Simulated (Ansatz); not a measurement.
AlOF in space group P1 (No. 1; Pearson symbol aP9), PBE in the plane-wave PAW code Ansatz. The conduction-band minimum lies at Γ, with 1 equivalent valley. Second derivatives d²E/dk² of the lowest band at one valley (eV·Å²), along Cartesian directions:

| direction | d²E/dk² |
|---|---|
| [100] | 14.79 |
| [010] | 13.73 |
| [001] | 14.58 |
| [110] | 14.02 |
| [101] | 14.92 |
| [011] | 13.79 |

Task: Find the principal effective masses, the density-of-states mass and the conductivity mass.

Result: Off-diagonal terms follow from H_xy = H[110] − (H_xx + H_yy)/2, and m*/mₑ = 7.620 eV·Å² over each eigenvalue: 0.51, 0.53, 0.56. One valley's DOS mass (m₁m₂m₃)^(1/3) = 0.53, conductivity mass 3/(Σ 1/mᵢ) = 0.53 mₑ.

Task: What effective density of states Nc follows at 300 K for parabolic valleys?

Result: Nc = 2.509e19 × 1 × (0.53)^(3/2) ≈ 9.7e18 cm⁻³.

The start of the workflow was typed in or built on a structure type; neither database checked (COD, Materials Project) lists it. Its standing as an ambient phase is unchecked. The cell was relaxed with PBE; its stability against distortions is not shown here.

Potentials: the earlier of the program's two PAW sets.

Edges and masses are those of Kohn–Sham bands, whose gap is no quasiparticle gap.
